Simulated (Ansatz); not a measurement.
**Stability of a relaxed cell of TaGa$_{3}$**

Atoms and cell were relaxed at zero pressure (-0.8 % in volume from the start). The relaxed cell:

```xyz
4
Lattice="0.0000 3.7897 0.0000 3.7897 0.0000 0.0000 1.8948 1.8948 -4.3357" Properties=species:S:1:pos:R:3 pbc="T T T"
Ta    0.0000    0.0000    0.0000
Ga    1.8948    1.8948    0.0000
Ga    3.7897    1.8948   -2.1678
Ga    1.8948    3.7897   -2.1678
```

Space group I4/mmm (No. 139); conventional cell a = 3.790 Å, b = 3.790 Å, c = 8.671 Å, α = 90.00°, β = 90.00°, γ = 90.00°.

All energies were calculated with Ansatz 0.2.0 (r2SCAN; 500 eV; 8×8×8 Γ-centred mesh; fermi-dirac occupations of width 0.100 eV). Spin: none; no U, no spin-orbit coupling.

Question: What is its formation energy?

Answer: -0.203 eV an atom at 0 K against the elements' lowest computed crystals and the free molecules of gases, with no empirical correction.

Question: Does it lie on the convex hull?

Answer: Among the phases that we computed and relaxed alike, the lowest mixture with other formulas is 58 % Ga + 42 % Ta3Ga2 (shares of atoms). The cell lies 51 meV an atom below it, so this formula doesn't split. No lower structure of the same formula is in the table beyond the error of 20 meV, so it is stable at this level.

The start was: a database entry at a slightly scaled volume.

Caveats: differences under 20 meV an atom lie within the error of meshes and cutoff; the relaxation keeps the start's symmetry, so a distorted cell may lie lower.
